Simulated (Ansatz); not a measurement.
**Compressing Co$_{3}$W: a fit and a missing row**

Co$_{3}$W, Pm-3m, a = 3.551 Å. The structure is a Materials Project entry; whether it is the stable form wasn't checked. Ansatz: PBEsol, PAW, 420 eV, Γ-centred 12×12×12 mesh on 4 atoms, Gaussian smearing 0.10 eV; collinear spin, largest moment 0.2 μB. Symmetry fixes shape and atoms, so the cell is only scaled; pressure is positive in compression.

| V (Å³/atom) | P (GPa) |
| --- | --- |
| 9.847 | ? |
| 10.183 | 35.60 |
| 10.519 | 21.69 |
| 10.854 | 9.93 |
| 11.190 | -0.01 |
| 11.526 | -8.42 |
| 11.861 | -15.53 |
| 12.309 | -23.33 |

Question: Take V0 = 11.190 Å³/atom, count pressures from its P0 = -0.01 GPa, fit the third-order Birch–Murnaghan form to the other rows, and predict the missing pressure.

Answer: With the Eulerian strain f = ½[(V0/V)^(2/3) − 1] and y = (P − P0)/[3f(1 + 2f)^(5/2)], the form is the line y = B0 + 1.5 B0 (B0′ − 4) f. Rows (f, y): 0.03244, 312.7; 0.02104, 310.1; 0.01027, 306.6; -0.00976, 301.7; -0.01904, 299.4; -0.03078, 296.0. Means f = 0.0006950, y = 304.42; Σ(Δf)² = 0.003003, ΣΔfΔy = 0.7918; the slope is their ratio. y = 304.2 + 263.7 f GPa, so B0 = 304.2 GPa and B0′ = 4 + 2 × (263.7)/(3 × 304.2) = 4.58. At V = 9.847, f = 0.04449, y = 315.93 and P = 52.17 GPa. The run gave 52.11 GPa, so the fit is 0.06 GPa too high, a small miss on the scale of the series. Note that the largest moment runs from 0.00 to 0.35 μB along the series.

The largest moment runs from 0.00 to 0.35 μB along the series, so B0 and B0′ hold the change of the moment too.

Spin–orbit coupling is left out, which can shift energies with elements as heavy as these.